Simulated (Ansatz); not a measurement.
K₂LiBiCl₆ in space group Fm-3m (No. 225; K on 8c, Li on 4b, Bi on 4a, Cl on 24e) under volume change, r²SCAN (plane waves, PAW; program Ansatz), shape and atoms relaxed at each volume.

```tsv
V (Å³/atom)	E − E(relaxed) (meV/atom)	P (GPa)
25.738	20.2	2.82
26.587	8.4	1.68
27.435	1.9	0.76
28.284	0.0	0.00
29.132	1.8	-0.63
29.981	[?]	[?]
30.829	[?]	[?]
```

### Question
Complete the blanks.

### Answer

- 30.829, E − E(relaxed) (meV/atom): 13.8
- 30.829, P (GPa): -1.58
- 29.981, E − E(relaxed) (meV/atom): 6.6
- 29.981, P (GPa): -1.16

### Question
What does a third-order Birch–Murnaghan fit give for V₀, B₀ and B′?

### Answer
V₀ = 28.28 Å³/atom, B₀ = 23.1 GPa, B′ = 5.5.

The first step of the workflow began from a Materials Project structure, measured or hypothetical; the Crystallography Open Database copy checked does not list it. Its standing as an ambient phase is unchecked. Symmetry was held in the r²SCAN relaxation; whether a distortion lowers the energy is not shown. Scalar-relativistic: spin–orbit coupling is off unless named, which matters more the heavier the elements.

Potentials: the later of the program's two PAW sets.
